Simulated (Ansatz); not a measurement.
Here is the system:

CdI2:
Space group P-3m1 (No. 164); a = 4.2425 Å, b = 4.2425 Å, c = 6.8239 Å, α = 90.00°, β = 90.00°, γ = 120.00°

```csv
atom,site,symmetry,x,y,z
Cd,1a,-3m.,0.0000,0.0000,0.0000
I,2d,3m.,0.3333,0.6667,0.2535
```

This is the PBE+D3(BJ)-relaxed structure.

All from DFT-PBE+D3(BJ) in the program Ansatz with PAW potentials, unless another level is named. Give the hole effective mass with spin–orbit coupling.

0.37, 0.37, 2.8 mₑ (principal values).

And the electron effective mass with spin–orbit coupling?

0.30, 0.51, 0.81 mₑ (principal values).

Next, the weight of the conduction-edge state by species (Voronoi cells)?

I 54 %, Cd 46 %.

Symmetry was held in the PBE+D3(BJ) relaxation; phonons on a q-mesh show no instability. Scalar-relativistic: spin–orbit coupling is off unless named, which matters more the heavier the elements.

Potentials: the later of the program's two PAW sets.

Edges and masses are those of Kohn–Sham bands, whose gap is no quasiparticle gap.
